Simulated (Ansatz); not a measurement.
BeS:
```xyz
4
Lattice="4.3467 0.0000 0.0000 0.0000 4.3467 0.0000 0.0000 0.0000 4.4563" Properties=species:S:1:pos:R:3 pbc="T T T"
Be     2.1734     0.0000     4.4547
Be     0.0000     2.1734     0.0016
S      0.0000     0.0000     0.0000
S      2.1734     2.1734     0.0000
```

Relaxed with r²SCAN. Special points in fractions of this cell's reciprocal vectors: Γ (0.000, 0.000, 0.000); X (0.000, 0.500, 0.000); M (0.500, 0.500, 0.000); Z (0.000, 0.000, 0.500); R (0.000, 0.500, 0.500); A (0.500, 0.500, 0.500).

### Question
List the band energies nearest the valence-band maximum at these points for the program Ansatz at the r²SCAN level (PAW).

### Answer
In eV from the valence-band maximum; about four levels below and three above (degenerate sets whole), none deeper than 8.9 eV; points with the same levels are listed once.

```csv
k,below,above
Γ,-3.63 -1.98 -1.98 -0.59,0.30 2.76 5.56
X,-4.20 -4.20 -2.22 -2.22,3.94 3.94 5.32 5.32
M,-1.75 -1.75 -0.02 -0.02,3.00 3.00 4.77 4.77
Z,-4.59 -1.95 -1.95 -1.05,0.59 4.75 4.98
R,-4.10 -4.10 -3.03 -3.03,4.02 4.02 4.43 4.43
A,-2.41 -2.41 0.00 0.00,1.49 1.49 4.82 4.82
```

Space group P4/mmm. A made-up cell: these elements were put on the sites of a structure type; neither database checked (COD, Materials Project) lists it. COD files the formula under space group No. 216, so this cell is another polymorph or a model. Whether it is the stable phase at ambient conditions was not checked. The r²SCAN relaxation kept the symmetry of its start. At this level the phase is mechanically unstable. A crystal of weakly bound layers computed without a dispersion correction: the cell and the soft elastic constants depend strongly on that. Point labels and valley counts follow the cell and symmetry of the run, lower than the named group.

Potentials: the later of the program's two PAW sets.
